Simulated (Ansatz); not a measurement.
CrN in space group Pmmn (No. 59; Cr on 2a, N on 2b) at seven volumes, r²SCAN (plane waves, PAW; program Ansatz), shape and atoms relaxed at each. One row is withheld.

| V (Å³/atom) | P (GPa) |
|---|---|
| 8.078 | ? |
| 8.344 | 18.64 |
| 8.610 | 8.62 |
| 8.876 | 0.01 |
| 9.143 | -7.40 |
| 9.409 | -13.77 |
| 9.675 | -19.25 |

### Question
Fit the shown pressures and predict the withheld one.

### Answer
Third-order Birch–Murnaghan: P = (3/2)B₀(x^(7/2) − x^(5/2))[1 + (3/4)(B′ − 4)(x − 1)] with x = (V₀/V)^(2/3). Least squares on the six rows gives V₀ = 8.877 Å³/atom, B₀ = 265.9 GPa, B′ = 4.04. At V = 8.078, x = 1.0649 and P = 30.35 GPa. The run itself gave 30.30 GPa.

The workflow started from a Materials Project entry (that database holds measured and hypothetical structures alike); the Crystallography Open Database copy checked does not list it. COD files the formula under space group No. 225. Its standing as an ambient phase is unchecked. Symmetry was held in the r²SCAN relaxation, as lowered by the spin order; its stability against distortions is not shown here. The final state is antiferromagnetic, chosen from 5 collinear starts compared on coarse meshes (ties went to the first, and starts can fall back to one state), not a proven ground state. Other orbital occupations within this spin state were not tried. No Hubbard U is applied.

Potentials: the later of the program's two PAW sets.
